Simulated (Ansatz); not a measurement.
# Si3N4: field gradients at two levels of theory

Cell: a COD entry (perhaps calculated rather than measured), its atoms then relaxed with PBE in this cell.

Space group P6_3/m (No. 176); a = 7.6020, c = 2.9060 Å, γ = 120.00°.

| site | Wyckoff | site symmetry | x | y | z |
| --- | --- | --- | --- | --- | --- |
| Si | 6h | m.. | 0.7680 | 0.1741 | 0.2500 |
| N7 | 6h | m.. | 0.0300 | 0.3299 | 0.2500 |
| N13 | 2d | -6.. | 0.6667 | 0.3333 | 0.2500 |

One atom of each set is listed.

First run. The numbers come from a DFT calculation in Ansatz (PBE, plane waves and PAW, scalar-relativistic, 420 eV cutoff, Γ-centred 4×4×10 k-points, Fermi–Dirac smearing 0.02 eV).

```csv
site,V_zz (10²¹ V/m²),η
Si,0.97,0.43
N7,-4.93,0.07
N13,-4.88,0.00
```

Second run. The same atoms and settings, except that the functional is LDA.

Task: What does the second run give?

Result: 

```
site   V_zz     η  change of V_zz
  Si   0.96  0.43           -0.01
  N7  -4.75  0.08           +0.18
 N13  -4.69  0.00           +0.19
```

The largest change of V_zz is on N13, from -4.88 to -4.69. In per cent, |V_zz| changes by -1 on Si, -4 on N (all sites that start above 0.5).

For the first run: At this cell the PBE pressure is 6 GPa, so with PBE the cell would grow if it were relaxed.
